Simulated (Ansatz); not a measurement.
Starting cell, AgCl (rock salt):

```yaml
crystal:
  lattice:
    - [0.00000, 5.54504, 5.54504]
    - [2.77252, 0.00000, 2.77252]
    - [2.77252, 2.77252, 0.00000]
  atoms:
    - { symbol: Cl, position: [0.00000, 0.00000, 0.00000] }
    - { symbol: Cl, position: [0.50000, 0.00000, 0.00000] }
    - { symbol: Ag, position: [0.25000, 0.50000, 0.50000] }
    - { symbol: Ag, position: [0.75000, 0.50000, 0.50000] }
```

The atoms are displaced by Q × the pattern below (from a DFPT mode at L = (0.5, 0.0, 0.0), largest move 1; Q in Å), at fixed cell. (q is in reciprocal vectors of the primitive cell; the cell shown is doubled to hold the pattern.)

| atom | x | y | z |
|---|---|---|---|
| Ag3 | -0.577 | 0.577 | 0.577 |
| Ag4 | 0.577 | -0.577 | -0.577 |

Atoms not listed stay in place.

Calculation: r2SCAN (plane waves to 500 eV, PAW, scalar-relativistic; Ansatz, an electronic-structure program). k mesh 5×10×10 (Γ-centred), Fermi-Dirac smearing 0.05 eV. The energy includes the smearing's −TS. AgCl was relaxed with its symmetry unable to fall. The zero of ΔE is the undisplaced structure.

```tsv
Q (Å)	ΔE (eV/cell)
-0.180	0.1253
-0.120	0.0559
-0.060	0.0140
0.000	0.0000
0.060	0.0140
0.120	0.0559
0.180	0.1253
```

**Question.** Which DFPT wavenumber at L = (0.5, 0.0, 0.0) belongs to this mode?
A. 63 cm⁻¹
B. 99 cm⁻¹
C. 196 cm⁻¹

**Answer.** B, 99 cm⁻¹. The curvature of the scan gives 99 cm⁻¹

(For displaced atoms, the force is minus the slope of the energy, and its curvature is a force constant, which sets phonon frequencies.)
